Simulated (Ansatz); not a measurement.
A run on Ti$_{5}$Si that went wrong

Intended: Ti$_{5}$Si, PBE, plane waves and PAW in Ansatz. The input:

```yaml
crystal:
  lattice:
    - [2.5228393509, 1.4565619783, 4.4409048145]
    - [-2.5228393509, 1.4565619783, 4.4409048145]
    - [0.0, -2.9131239567, 4.4409048145]
  atoms:
    - { symbol: Ti, position: [0.15143967, 0.15143967, 0.15143967] }
    - { symbol: Ti, position: [0.60535, 0.39465, 0.0] }
    - { symbol: Ti, position: [0.0, 0.60535, 0.39465] }
    - { symbol: Ti, position: [0.84856033, 0.84856033, 0.84856033] }
    - { symbol: Ti, position: [0.39465, 0.0, 0.60535] }
    - { symbol: Si, position: [0.5, 0.5, 0.5] }
basis:
  ecutwfc: 420
kpoints:
  mp_grid: { grid: [12, 12, 12] }
hamiltonian:
  xc: pbe
scf:
  occupations: { method: gaussian, width: 0.1 }
  max_iter: 3
output:
  forces: true
  stress: true
  eigenvalues: true
```

Command:

```bash
ansatz run input.yaml --threads 1 --pin off --max-ram 2560MiB --backend cpu --events-out ev --progress --plain --runs-dir out
```

Output, shortened (HF is the Harris–Foulkes energy, dr2 the density residual in eV):

```text
Pseudopotential: Ti, paw, valence charge 12, recommended cutoff 420 eV (normal)
Pseudopotential: Si, paw, valence charge 4, recommended cutoff 420 eV (normal)
Crystal: 6 atoms, lattice volume = 97.913 Å³
Basis set: ecut = 420 eV, 1911 PW (Γ), exchange–correlation on 72×72×72 points (8 copies of the dense FFT grid, shifted against one another)
Bands: 39, of which v1, the nominal top of the filled ones, is band 32 counted from 1 (31 counted from 0)
Symmetry: 6 space group operations
Space group: R32 (ITA 155), of the structure as read, at distance tolerance 4.6e-5 Å
k-points: 189 of 1728 (time reversal used)
Initial density: superposition of atomic densities, corrected by the library's trained network
SCF iter   1: HF=-13135.946960 eV  Δρ=7.68e-3  dr2=8.39e-2
SCF iter   2: HF=-13135.932053 eV  Δρ=4.11e-3  dr2=2.74e-2
SCF iter   3: HF=-13135.925364 eV  Δρ=7.18e-4  dr2=7.81e-4
Error: did not converge after 3 iterations: dr2 = 7.81e-4 (threshold 1.00e-7), under the density mixer `msr1`, which `scf.mixing.algorithm: auto` chose by the deck's other keys (type `scf.mixing.algorithm: msr1` to keep it); raise `scf.max_iter`, which need not help a stalled SCF …
```

**Question.** Which fault does the input hold?
A. A smearing wider than the gap allows
B. No empty bands beside a smearing
C. A smearing that washes the moments out
D. Two atoms' positions swapped
E. Too few SCF iterations allowed

**Answer.** E. The limit came before the density residual met its threshold. The cure is a higher or no limit.

Fix:

```diff
 scf:
-  max_iter: 3
```

With the mended input the run converges and gives no gap, a largest force of 0.027 eV/Å.

The mended run took 74 s on 1 thread of Intel(R) Xeon(R) Platinum 8259CL CPU @ 2.50GHz (Skylake/Cascade Lake), on a shared host, peak memory 0.79 GiB.